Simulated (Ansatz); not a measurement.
**Profile along the Ir–Ir line in Ir (fcc, Cu type)**

Ir (fcc, Cu type)

Space group Fm-3m (No. 225); a = 3.8708 Å, b = 3.8708 Å, c = 3.8708 Å, α = 90.00°, β = 90.00°, γ = 90.00°

```csv
atom,site,symmetry,x,y,z
Ir,4a,m-3m,0.0000,0.0000,0.0000
```
(The calculation used a cell of 1 atom; values per cell refer to that cell.)

Fields along a shortest Ir–Ir line of a {110} plane (2.74 Å), from Ir to Ir, interpolated on the slice's grid (step about 0.2 Å). These are PBE (plane waves to 420 eV, PAW, scalar-relativistic; Ansatz, a first-principles code) values and carry that method's errors. k mesh 21×21×21. These are valence fields of a PAW run, semicore shells included where kept as valence: close to a nucleus they are smooth pseudo fields. Ir is run without spin polarisation. Ir was relaxed with its symmetry unable to fall. Spin-orbit coupling is left out, though Ir is heavy.

```json
[
 {"distance from Ir (Å)": "0.00", "valence electron density (e/Å³)": "8.93", "electron localisation function": "x"},
 {"distance from Ir (Å)": "0.14", "valence electron density (e/Å³)": "9.01", "electron localisation function": "x"},
 {"distance from Ir (Å)": "0.27", "valence electron density (e/Å³)": "8.80", "electron localisation function": "x"},
 {"distance from Ir (Å)": "0.41", "valence electron density (e/Å³)": "7.71", "electron localisation function": "x"},
 {"distance from Ir (Å)": "0.55", "valence electron density (e/Å³)": "5.68", "electron localisation function": "0.66"},
 {"distance from Ir (Å)": "0.69", "valence electron density (e/Å³)": "3.45", "electron localisation function": "0.59"},
 {"distance from Ir (Å)": "0.82", "valence electron density (e/Å³)": "1.82", "electron localisation function": "0.46"},
 {"distance from Ir (Å)": "0.96", "valence electron density (e/Å³)": "0.96", "electron localisation function": "0.33"},
 {"distance from Ir (Å)": "1.10", "valence electron density (e/Å³)": "0.61", "electron localisation function": "0.30"},
 {"distance from Ir (Å)": "1.23", "valence electron density (e/Å³)": "0.47", "electron localisation function": "0.33"},
 {"distance from Ir (Å)": "1.37", "valence electron density (e/Å³)": "0.43", "electron localisation function": "0.36"},
 {"distance from Ir (Å)": "1.51", "valence electron density (e/Å³)": "0.47", "electron localisation function": "0.33"},
 {"distance from Ir (Å)": "1.64", "valence electron density (e/Å³)": "0.61", "electron localisation function": "0.30"},
 {"distance from Ir (Å)": "1.78", "valence electron density (e/Å³)": "0.96", "electron localisation function": "0.33"},
 {"distance from Ir (Å)": "1.92", "valence electron density (e/Å³)": "1.82", "electron localisation function": "0.46"},
 {"distance from Ir (Å)": "2.06", "valence electron density (e/Å³)": "3.45", "electron localisation function": "0.59"},
 {"distance from Ir (Å)": "2.19", "valence electron density (e/Å³)": "5.68", "electron localisation function": "0.66"},
 {"distance from Ir (Å)": "2.33", "valence electron density (e/Å³)": "7.71", "electron localisation function": "x"},
 {"distance from Ir (Å)": "2.47", "valence electron density (e/Å³)": "8.80", "electron localisation function": "x"},
 {"distance from Ir (Å)": "2.60", "valence electron density (e/Å³)": "9.01", "electron localisation function": "x"},
 {"distance from Ir (Å)": "2.74", "valence electron density (e/Å³)": "8.93", "electron localisation function": "x"}
]
```

x: too close to a nucleus for the ELF to mean much.

Density on the Ir–Ir line (2.74 Å) at its midpoint: 0.43 e/Å³. ELF at that point: 0.36.
